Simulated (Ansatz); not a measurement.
Level: PBE, no spin polarisation; 420 eV; 6×6×6 Γ-centred mesh; fermi-dirac occupations (width 0.1 eV); Ansatz 0.2.0, fixed geometry.

Computed maps in the lattice plane spanned by a (left to right, 7.33 Å, 22 points from zero) and b (bottom to top, 7.33 Å, 22 points from zero), 90° apart, at height 0.000 along c. The fields are smooth PAW ones with compensation charges, not the true ones near nuclei.

Valence density. Digits on a logarithmic scale: 0 up to 0.03 e/Å³, each further digit a factor of 1.6, 9 from 1.3 e/Å³ up:
```
9996554320000023455699
9977776531000135677779
6678999752000257999876
4579989863101368989975
3579809863111368908975
3469999853222358999964
2357888654444456888753
1235665546777645566532
0012333468999864333210
0000112479999974211000
0000012479999974210000
0000112479999974211000
0012333468999864333210
1235665546777645566532
2357888654444456888753
3469999853222358999964
3579809863111368908975
4579989863101368989975
6678999752000257999876
9977776531000135677779
9996554320000023455699
9996433210000012334699
```

ELF. Ten even steps from '0' (0.00) to '9' (0.90):
```
5311343210000012343113
3116888863000368888611
1169999985000589999961
1389659996000699956983
0489527984000489725984
0389978961000169879983
0289999721121127999982
0168986212343212689861
0035641124555421146530
0000000135565531000000
0000000245686542000000
0000000135565531000000
0035641124555421146530
0168986212343212689861
0289999721121127999982
0389978961000169879983
0489527984000489725984
1389659996000699956983
1169999985000589999961
3116888863000368888611
5311343210000012343113
8531100000000000001135
```

Task: The cell is Cs2NiHgCl6. Which atoms lie within 0.2 Å of this plane, and where (fractions of a and b)?

Result: Ni at (0.00, 0.00), Hg at (0.50, 0.50), Cl at (0.22, 0.22), Cl at (0.22, 0.78), Cl at (0.78, 0.78), Cl at (0.78, 0.22). The whole cell:
```
CELL_PARAMETERS angstrom
0.00000 7.33421 0.00000
7.33421 0.00000 0.00000
3.66711 3.66711 -5.36546
ATOMIC_POSITIONS crystal
Ni 0.00000 0.00000 0.00000
Hg 0.50000 0.50000 0.00000
Cl 0.28800 0.28800 0.42400
Cl 0.71200 0.71200 0.57600
Cs 0.75000 0.25000 0.50000
Cs 0.25000 0.75000 0.50000
Cl 0.21800 0.21800 0.00000
Cl 0.21800 0.78200 0.00000
Cl 0.78200 0.78200 0.00000
Cl 0.78200 0.21800 0.00000
```

Origin: a known structure type with other elements, at an estimated volume, so it need not be a known compound. Caveats: no spin polarisation, so a magnetic state may lie lower.
